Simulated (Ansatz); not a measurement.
## Property card for TaAl

TaAl:
```yaml
crystal:
  lattice:
    - [0.00000, 2.61558, 2.61558]
    - [2.61558, 0.00000, 2.61558]
    - [2.61558, 2.61558, 0.00000]
  atoms:
    - { symbol: Ta, position: [0.00000, 0.00000, 0.00000] }
    - { symbol: Al, position: [0.50000, 0.50000, 0.50000] }
```

Space group Fm-3m (No. 225), rock salt; conventional cell a = b = c = 5.231 Å, α = β = γ = 90.00°.

Method: the program Ansatz at the PBEsol level (PAW). Geometry: relaxed at this level of theory. Other levels are named where they apply.

### Cell and energy

| Item | Result |
|---|---|
| Volume per atom | 17.89 Å³ |
| Density | 9.65 g/cm³ |
| Formation energy from the elements (no fitted shifts) | 0.54 eV/atom |

### Electronic structure

| Item | Result |
|---|---|
| Electronic character | metallic (no gap) |
| Density of states at the Fermi level | 0.34 states/eV per atom (mean over ±0.08 eV) |
| Gap with spin–orbit coupling | none (metallic) |

### Mechanics

| Item | Value |
|---|---|
| Bulk modulus (Birch–Murnaghan fit) | 130 GPa |
| Pressure derivative B′ | 4.0 |
| Elastic constants (relaxed ions, GPa) | C11 = 352, C12 = 19.4, C44 = -4.4 |
| Mechanical stability | unstable (C has a negative eigenvalue) |

### Phonons

| Item | Value |
|---|---|
| Highest zone-centre frequency | 381 cm^-1 |
| Zone-centre stability | no imaginary mode at Γ |

The start of the workflow was typed in or built on a structure type; neither database checked (COD, Materials Project) lists it. Whether it is the stable phase at ambient conditions was not checked. Symmetry was held in the PBEsol relaxation. No spin polarisation was allowed. Its formation energy is positive at this level, so the cell may be metastable or incomplete. As this level gives no gap, shear constants depend on the k-mesh and smearing (Fermi–Dirac, 0.1 eV here). As this level gives no gap, phonon frequencies hold no LO–TO term and depend on the k-mesh and smearing (Fermi–Dirac, 0.1 eV here). The references are the lowest solids computed at this level, not always the standard phases. Spin–orbit coupling is left out wherever it is not named.

Potentials: the earlier of the program's two PAW sets. The files were generated under PBE; for other functionals the program regenerates the frozen cores, and for LDA and PBEsol the local potential too.
